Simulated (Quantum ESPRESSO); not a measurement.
GeZnAl2N4, convergence and cost over cutoff and k mesh

Simulated, not a measurement. The program is pw.x of Quantum ESPRESSO 7.5 (plane-wave density functional theory). The cell is made up: 8 atoms on a wurtzite lattice, with randomly drawn elements, strain and displacements, not relaxed. PseudoDojo standard norm-conserving files (v0.5 for PBE, v0.4.1 for LDA and PBEsol) set the functional; there is no spin polarisation, spin-orbit coupling or dispersion term, and the masses in the input are unused placeholders.

Input of the run in row 2:

```
&control calculation='scf', pseudo_dir='./dojo.nc.sr.pbe.v0_5.standard.upf', outdir='./o', disk_io='low', tprnfor=.true., tstress=.true. /
&system ibrav=0, nat=8, ntyp=4, nbnd=36, ecutwfc=84.00895049, nosym=.true., tot_charge=0,
 occupations='smearing', smearing='fd', degauss=0.0018374661
/
&electrons conv_thr=7.350e-09, electron_maxstep=60, /
ATOMIC_SPECIES
Al 1.0 Al.upf
Ge 1.0 Ge.upf
N 1.0 N.upf
Zn 1.0 Zn.upf
CELL_PARAMETERS angstrom
3.2508 0.0 0.0
0.0 5.6306 0.0
0.0 0.0 5.3086
ATOMIC_POSITIONS angstrom
Ge 0.0298 -0.14 -0.0209
Zn 1.6616 2.7354 0.0562
Al 1.6314 0.9833 2.612
Al 0.0831 3.6553 2.6443
N 0.0885 0.0371 2.0254
N 1.7121 2.789 1.9778
N 1.8352 0.9031 4.7611
N -0.0113 3.872 4.6292
K_POINTS automatic
5 4 4 1 1 1
```

The same cell was run at these settings. Meshes are shifted by half a step, and differences are from the last row, which is itself not exact.

| cutoff (eV) | k mesh | k points solved | threshold (eV) | free energy less the last row's (eV) | pressure (GPa) | largest stress difference (GPa) | largest force difference (eV/Å) | iterations | wall time (s) | k-point pools | processor |
| --- | --- | --- | --- | --- | --- | --- | --- | --- | --- | --- | --- |
| 800 | 2 x 2 x 2 | 4 | 1e-04 | 1.478 | -44.05 | 39.01 | 0.208 | 10 | 9 | 4 | Intel Xeon, 2023 or later |
| 1143 | 5 x 4 x 4 | 40 | 1e-07 | -0.005 | -9.04 | 0.05 | 0.005 | 13 | 49 | 4 | Intel Xeon, 2023 or later |
| 1437 | 7 x 6 x 6 | 126 | 1e-07 | 0.000 | -9.05 | 0.00 | 0.000 | 13 | 215 | 4 | Intel Xeon, 2023 or later |

Each pool is one process. Wall times include start-up and a band step at six k points, which weighs most on the coarsest meshes. The runs were on shared virtual cores whose load varied, so times are rough.